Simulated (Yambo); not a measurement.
Material: KBr (rock salt, space group Fm-3m, No. 225); a = b = c = 4.6306 Å, α = β = γ = 60.00° (2 atoms in the cell). Cell and atoms were relaxed with PBEsol from Materials Project entry mp-23251, within its symmetry.

With PBEsol (Quantum ESPRESSO, PseudoDojo norm-conserving, 74 Ry, with spin-orbit coupling), the gap between the mesh's edge points (Γ → Γ) is 4.176 eV.

Task: What does a G0W0 run in Yambo give for it (4×4×4 Γ-centred k mesh, 196 bands and a 7 Ry block in the screening, 196 bands in G with the Bruneval-Gonze terminator, plasmon pole fitted at 27.2 eV)?

Result: The correction is 2.594 eV, giving 6.771 eV, 1.6 times the PBEsol value.  Nearest settings tried, and what they do to the gap: 124 bands in W, 124 bands in G: -38 meV; 3 Ry block (59 vectors against 181): -237 meV. Not varied: mesh. So the settings aren't converged at that level.
